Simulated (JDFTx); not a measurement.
System: TiAl3(101) (I4/mmm bulk; lattice of mp-542915, not re-optimised at this level), 1x1 cell of 9 atoms in 9 planes (Al outermost, slab composition Ti2Al7), area 17.92 Å² a face, 6.8 Å between the outermost planes in a cell 23.0 Å high; k mesh 6×6×1, Fermi width 0.01 Ha, no spin polarisation. Whether this polymorph is the ambient one wasn't checked. Neither spin polarisation nor a larger cell was tried.

Method: PBE, GBRV ultrasoft potentials, plane waves to 20/100 Ha, in a modified build of JDFTx. Liquid: linear PCM (GLSSA13), water, 0.5 M NaF. The neutral cell holds 45 valence electrons and has two faces of 17.918 Å² each. Last filling lines of the neutral and of a charged run (μ in hartree, zero in the bulk liquid):

```
FillingsUpdate:  mu: -0.137924387  nElectrons: 45.000000
FillingsUpdate:  mu: -0.119068000  nElectrons: 45.186042
```

Working it through: both potentials, by the convention U = −μ/e − 4.44 V vs SHE, the surface charge density and the mean capacitance.

U_pzc = 0.13792 × 27.2114 − 4.44 = -0.69 V; U = 0.11907 × 27.2114 − 4.44 = -1.20 V. The cell has 0.1860 excess electrons, a net charge of -0.1860 e, shared by two faces: σ = -0.1860 e / (2 × 17.918 Å²) = -0.00519 e/Å² = -8.3 μC/cm² (1 e/Å² = 1602.18 μC/cm²). C = σ/(U − U_pzc) = -8.3/-0.51 ≈ 16 μF/cm².
